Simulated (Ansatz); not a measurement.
Question: Name crystals whose computed values (LDA in the plane-wave PAW code Ansatz) fall in these windows: electron conductivity mass (mₑ) 0.61 to 0.82; gap (eV) 0.41 to 0.57; highest Γ mode, no LO–TO term (cm⁻¹) 450 to 570.

Answer: 

```
crystal                                                electron conductivity mass (mₑ)  gap (eV)  highest Γ mode, no LO–TO term (cm⁻¹)
-----------------------------------------------------  -------------------------------  --------  ------------------------------------
Rb2NiP2, Cmcm (Rb on 4c, Rb on 4c, Ni on 4a, P on 8g)                             0.74      0.51                                   501
```
Others may fit too.

Standing as an ambient phase not checked: Rb2NiP2, Cmcm (Rb on 4c, Rb on 4c, Ni on 4a, P on 8g). The cell was relaxed under the symmetry of its start. Rows with no word on spin ran without spin polarisation. Scalar-relativistic: spin–orbit coupling is off unless named, which matters more the heavier the elements.

Potentials: the later of the program's two PAW sets.
